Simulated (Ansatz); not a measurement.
# How LaBi (Fm-3m) stiffens under pressure

```
La Bi
1.0
     0.00000    3.27823    3.27823
     3.27823    0.00000    3.27823
     3.27823    3.27823    0.00000
La Bi
1 1
Direct
  0.00000 0.00000 0.00000
  0.50000 0.50000 0.50000
```

This is the zero-pressure cell. At each pressure cell and atoms are relaxed in this structure, and the constants are slopes of the stress at strains of ±0.005 with relaxed ions (the coefficients that govern stability under load). Level: PBEsol, PAW on Ansatz 0.2.0's default frozen-core files (fitted under PBE), scalar-relativistic; k mesh 12×12×12, strains of ±0.005, Fermi-Dirac smearing of 0.100 eV, cutoff 420 eV. P is the pressure of the relaxed cell, less that of this one.

```
P (GPa)    V/V₀  C11 (GPa)  C12 (GPa)  C44 (GPa)
   0.00  1.0000      132.2       12.9       15.9
   0.98       ?          ?          ?          ?
   2.00  0.9654      154.3       14.4       15.2
   3.98  0.9363      175.5       15.8       14.5
   6.97  0.8997      206.0       18.1       13.3
  10.00  0.8686      235.6       20.4       12.0
  15.00  0.8267      282.0       24.6        9.8
```

**Question.** Does the bulk modulus from the constants agree with the pressure-volume curve?

**Answer.** A third-order Birch-Murnaghan fit to the volumes shown (F against f, f = [(V₀/V)^(2/3) − 1]/2) gives B₀ = 52.7 GPa and B′ = 4.2. Its −V dP/dV stands beside (C11 + 2C12)/3:

| P (GPa) | from P(V) | from the constants |
| --- | --- | --- |
| 0.00 | 52.7 | 52.7 |
| 2.00 | 61.0 | 61.0 |
| 3.98 | 69.0 | 69.0 |
| 6.97 | 80.6 | 80.7 |
| 10.00 | 92.2 | 92.1 |
| 15.00 | 110.7 | 110.4 |

**Question.** What are the pressure derivatives at zero pressure?

**Answer.** Slopes at V₀ of quadratic fits in −ln(V/V₀) through the first four rows shown, divided by B₀: dC11/dP = 11.3, dC12/dP = 0.7, dC44/dP = -0.3. The mean slopes up to 4.0 GPa are 10.9, 0.7, -0.3; curvature and scatter of the constants part the two. The combination (dC11/dP + 2 dC12/dP)/3 = 4.2 stands against B′.

**Question.** Fill the row at 0.98 GPa.

**Answer.** Cubic fits in −ln(V/V₀) through all rows shown give C11 = 143.2, C12 = 13.6, C44 = 15.6 GPa. Computed: V/V₀ = 0.9822, C11 (GPa) = 143.2, C12 (GPa) = 13.6, C44 (GPa) = 15.6.

**Question.** Does a shear stiffness soften?

**Answer.** C44 goes from 15.9 to 9.8 GPa; (C11 − C12)/2 goes from 59.6 to 128.7 GPa. C44 softens under pressure, though the lattice stays mechanically stable over this range.

Caveats: no other phase was computed; many crystals of this kind change structure within this range, and rows or crossings beyond such a change describe a metastable lattice; frozen-core PAW files fitted under PBE, their cores solved anew for the functional of the run; responses of metals move with mesh and smearing; no spin-orbit coupling on heavy atoms; the softest shear constant rests on one k mesh, and a soft shear can herald a distortion on cooling; phonons weren't checked at these pressures.
